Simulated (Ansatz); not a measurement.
Here is the system:

BAs:
Space group Pnma (No. 62); a = 6.533 Å, b = 3.379 Å, c = 5.621 Å, α = 90.00°, β = 90.00°, γ = 90.00°

```
atom  site  symmetry       x       y       z
----  ----  --------  ------  ------  ------
B       4c       .m.  0.1602  0.2500  0.4008
As      4c       .m.  0.3364  0.2500  0.1087
```

This is the LDA-relaxed structure.

Task: All from LDA in the plane-wave PAW code Ansatz, unless another level is named. Give the highest zone-centre frequency (without LO–TO term).

Result: 803 cm⁻¹.

Task: And the Poisson's ratio?

Result: 0.25.

The start of the workflow was typed in or built on a structure type; neither database checked (COD, Materials Project) lists it. It is not the phase usual at ambient conditions (space group No. 216). The cell was relaxed with LDA under the symmetry of its start; whether a distortion lowers the energy is not shown. The volume moved by 23 % from the start of the relaxation. Its formation energy is positive at this level, so the cell may be metastable or incomplete.

Potentials: the earlier of the program's two PAW sets. The files were generated under PBE; for other functionals the program regenerates the frozen cores, and for LDA and PBEsol the local potential too.
